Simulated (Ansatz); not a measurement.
GaN (zinc blende)

```xyz
2
Lattice="0.0000 2.2491 2.2491 2.2491 0.0000 2.2491 2.2491 2.2491 0.0000" Properties=species:S:1:pos:R:3 pbc="T T T"
N      3.3736     3.3736     3.3736
Ga     0.0000     0.0000     0.0000
```

The slice is a {110} plane (indices of the conventional cell) through the point (0.750, 0.750, 0.750) (fractional), spanned by u = [100] and v = [1 -1 -1] in vectors of this cell: u (3.18 Å) and v (4.50 Å, at 90° to u). It covers one period; positions are fractions (u, v).

Method: r2SCAN (plane waves to 500 eV, PAW, scalar-relativistic; Ansatz, a quantum-chemistry and plane-wave program). k mesh 13×13×13. These are valence fields of a PAW run, semicore shells included where kept as valence: close to a nucleus they are smooth pseudo fields. GaN was relaxed with its symmetry unable to fall. The PAW data are Ansatz's earlier set.

Question: The ELF has a maximum in the middle third of the N–Ga line. Where, and how high?

Answer: 0.85, 0.7 Å from N.

Question: What is the ELF at the density minimum of the shortest N–Ga line in this plane (1.95 Å)?

Answer: 0.3.

Question: What is the valence density on the shortest N–Ga line in this plane (1.95 Å), at its minimum between the atoms?

Answer: 0.71 e/Å³.

Question: Predict the map of the electron localisation function (ELF) on the slice.

Answer: 
```
|xxxx@@@@##--::::::--##@@@@xx|
|%%@@@@@@==::......::==@@@@@@|
|@@@@@@**::..      ..::**@@@@|
|%%%%**--::  xxxxxx  ::--**%%|
|**++--::..  xxxxxx  ..::--++|
|--::::::::  xxxxxx  ::::::::|
|......::::..      ..::::....|
|    ....::::......::::....  |
|      ......::::::......    |
|        ..............      |
|            ......          |
|                            |
|....                      ..|
|--::..                  ..::|
|**++==::              ::==++|
|%%%%##++::          ::++##%%|
|@@@@%%##==..      ..==##%%@@|
|%%%%@@%%**--..  ..--**%%@@%%|
|xxxx%%@@##==......==##@@%%xx|
|xxxx%%@@%%==::..::==%%@@%%xx|
```
Scale: ten equal steps from 0.01 (start of ' ') to 0.85 (end of '@'), in the order ' .:-=+*#%@'. Values: electron localisation function (ELF). The map has 14 points along u (two characters each, u = 0 at the left) and 20 along v (v = 0 in the bottom row). Points within 0.4 Å of a nucleus are blanked (x), as the pseudised field means little there.
